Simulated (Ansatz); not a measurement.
Li3In2 in space group R-3m (No. 166; Li on 6c, Li on 3a, In on 6c), plane-wave PAW PBE (Ansatz code), all energies at zero smearing, with the estimated change up to a 700 eV cutoff added, with one set of potentials and settings (totals compare only within such a set). Cell of 5 atoms (3 Li, 2 In): -11811.304 eV.

```json
[
 {"element": "Li", "reference phase": "Fm-3m, 1 atoms in the cell", "E (eV/atom)": "-204.6902"},
 {"element": "In", "reference phase": "I4/mmm, 1 atoms in the cell", "E (eV/atom)": "-5597.8481"}
]
```

Formation energy per atom, worked out: (-11811.304 − 3×(-204.6902) − 2×(-5597.8481))/5 = -0.307 eV/atom (-30 kJ per mol of atoms), at 0 K, without zero-point energy or fitted corrections.

The workflow started from a Materials Project entry (that database holds measured and hypothetical structures alike); the Crystallography Open Database files this formula in space group No. 166, but the cells were not matched. Whether it is the stable phase at ambient conditions was not checked. Symmetry was held in the PBE relaxation; whether a distortion lowers the energy is not shown. The references are the lowest solids computed at this level, not always the standard phases.

Potentials: the later of the program's two PAW sets.
